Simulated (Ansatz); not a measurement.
ScGe in space group Cmcm (No. 63; Sc on 4c, Ge on 4c) under volume change, plane-wave PAW r²SCAN (Ansatz code), shape and atoms relaxed at each volume.

```json
[
 {"V (Å³/atom)": "17.335", "E − E(relaxed) (meV/atom)": "[?]", "P (GPa)": "[?]"},
 {"V (Å³/atom)": "17.906", "E − E(relaxed) (meV/atom)": "23.2", "P (GPa)": "6.85"},
 {"V (Å³/atom)": "18.478", "E − E(relaxed) (meV/atom)": "[?]", "P (GPa)": "[?]"},
 {"V (Å³/atom)": "19.049", "E − E(relaxed) (meV/atom)": "0.0", "P (GPa)": "0.01"},
 {"V (Å³/atom)": "19.621", "E − E(relaxed) (meV/atom)": "4.9", "P (GPa)": "-2.69"},
 {"V (Å³/atom)": "20.192", "E − E(relaxed) (meV/atom)": "18.7", "P (GPa)": "-5.00"},
 {"V (Å³/atom)": "20.764", "E − E(relaxed) (meV/atom)": "40.2", "P (GPa)": "-6.96"}
]
```

**Question.** What belongs in the gaps?

**Answer.** 
- 18.478, E − E(relaxed) (meV/atom): 5.5
- 18.478, P (GPa): 3.16
- 17.335, E − E(relaxed) (meV/atom): 55.2
- 17.335, P (GPa): 11.17

**Question.** What does a third-order Birch–Murnaghan fit give for V₀, B₀ and B′?

**Answer.** V₀ = 19.05 Å³/atom, B₀ = 97.0 GPa, B′ = 4.2.

The workflow started from a Materials Project entry (that database holds measured and hypothetical structures alike); the Crystallography Open Database copy checked does not list it. Its standing as an ambient phase is unchecked. Symmetry was held in the r²SCAN relaxation; of distortions, only those at the zone centre were tested. No spin polarisation was allowed. Scalar-relativistic: spin–orbit coupling is off unless named, which matters more the heavier the elements.

Potentials: the later of the program's two PAW sets.
